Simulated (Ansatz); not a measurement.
Relaxed GaP (zinc blende):

```xyz
4
Lattice="0.0000 5.5060 5.5060 2.7530 0.0000 2.7530 2.7530 2.7530 0.0000" Properties=species:S:1:pos:R:3 pbc="T T T"
P      4.1295     4.1295     4.1295
P      4.1295     6.8825     6.8825
Ga     0.0000     0.0000     0.0000
Ga     2.7530     2.7530     5.5060
```

The atoms are displaced by Q × the pattern below (from a DFPT mode at L = (0.5, 0.0, 0.0), largest move 1; Q in Å), at fixed cell. It is one choice among 2 degenerate patterns. (q is in reciprocal vectors of the primitive cell; the cell shown is doubled to hold the pattern.)

| atom | x | y | z |
|---|---|---|---|
| P1 | -0.285 | 0.520 | -0.805 |
| P2 | 0.285 | -0.520 | 0.805 |
| Ga3 | -0.112 | 0.203 | -0.315 |
| Ga4 | 0.112 | -0.203 | 0.315 |

All values below come from PBE (plane waves to 420 eV, PAW, scalar-relativistic; Ansatz, a first-principles code). k mesh 5×10×10 (Γ-centred), Fermi-Dirac smearing 0.05 eV. E stands for the smeared free energy. GaP was relaxed with its symmetry unable to fall. The zero of ΔE is the undisplaced structure.

### Question
Give the computed ΔE (meV/cell) and −dE/dQ from forces (eV/Å) at Q (Å) = -0.050, -0.033, -0.017, 0.067, 0.083.

### Answer
| Q (Å) | ΔE (meV/cell) | −dE/dQ from forces (eV/Å) |
|---|---|---|
| -0.050 | 44.7 | 1.791 |
| -0.033 | 19.9 | 1.193 |
| -0.017 | 5.0 | 0.596 |
| 0.067 | 79.6 | -2.393 |
| 0.083 | 124.5 | -2.997 |

(For displaced atoms, the force is minus the slope of the energy, and its curvature is a force constant, which sets phonon frequencies.)
